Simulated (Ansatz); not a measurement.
BeTe:
```
CELL_PARAMETERS angstrom
      0.00000     2.83182     2.83182
      2.83182     0.00000     2.83182
      2.83182     2.83182     0.00000
ATOMIC_POSITIONS crystal
  Be 0.50000 0.50000 0.50000
  Te 0.25000 0.25000 0.25000
```

Relaxed with PBE. Special points in fractions of this cell's reciprocal vectors: Γ (0.000, 0.000, 0.000); X (0.500, 0.000, 0.500); U (0.625, 0.250, 0.625); K (0.375, 0.375, 0.750); L (0.500, 0.500, 0.500); W (0.500, 0.250, 0.750).

Task: List the band energies nearest the valence-band maximum at these points for PBE in the plane-wave PAW code Ansatz.

Result: In eV from the valence-band maximum; about four levels below and three above (degenerate sets whole), none deeper than 8.9 eV; points with the same levels are listed once.

| k | below | above |
|---|---|---|
| Γ | 0.00 0.00 0.00 | 3.64 3.64 3.64 |
| X | -5.02 -2.58 -2.58 | 2.03 2.70 9.64 9.64 |
| U | -4.67 -3.78 -2.17 | 2.74 5.27 7.85 |
| L | -5.43 -1.10 -1.10 | 3.04 4.62 4.62 |
| W | -4.50 -3.60 -3.12 | 5.30 5.54 5.59 |

Space group F-43m (zinc blende). The PBE relaxation kept the symmetry of its start. The volume moved by 30 % from the start of the relaxation. Spin–orbit coupling is left out wherever it is not named.

Potentials: the later of the program's two PAW sets.
